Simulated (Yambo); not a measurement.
Yambo run on SrNiF$_{6}$ (space group R-3m, No. 166). The wavefunctions are norm-conserving LDA (Quantum ESPRESSO, 98 Ry, without SOC) ones on a 2×2×2 mesh (35 occupied bands); a = 4.656 Å, b = 4.656 Å, c = 4.656 Å, α = 99.44°, β = 99.44°, γ = 99.44°.

Yambo input:

```
rim_cut
gw0
dyson
el_el_corr
HF_and_locXC
ppa
em1d
RandQpts= 1000000
RandGvec= 1 Ry
EXXRLvcs= 98 Ry
VXCRLvcs= 392 Ry
Chimod= "HARTREE"
% BndsRnXp
 5 | 83 |
%
NGsBlkXp= 7 Ry
% LongDrXp
 1.0 | 1.0 | 1.0 |
%
PPAPntXp= 27.2114 eV
% GbndRnge
 1 | 156 |
%
GTermKind= "BG"
DysSolver= "n"
ExtendOut
% QPkrange
 1 | 1 | 36 | 36 |
 3 | 3 | 35 | 36 |
%
```

k points by index: 1 = Γ, 3 = F.

The o-*.qp file then holds:

```
#    K-point    Band    Eo [eV]    E [eV]    E-Eo [eV]    Vxc [eV]    Vnlxc [eV]    Sc|Eo [eV]    Sc|E [eV]    dSc/dw|Eo [eV]    Re(Z)    Im(Z)
#
    1    36    1.135638    2.794051    1.658413    -28.66676    -23.71462    -2.702669    -3.293734    -9.697142    0.737258    -0.002290
    3    35    0.000000    -1.112449    -1.112449    -27.85231    -36.61105    7.239902    7.646286    -9.937498    0.732488    -0.002318
    3    36    1.197274    2.848958    1.651684    -28.66778    -23.73572    -2.687813    -3.280375    -9.761178    0.735980    -0.002473
```
(The two width columns are left out.) Convergence of these settings isn't established.

Geometry of the Materials Project entry, not relaxed at this level.

The runs are not spin-polarised; magnetic order was not tried.
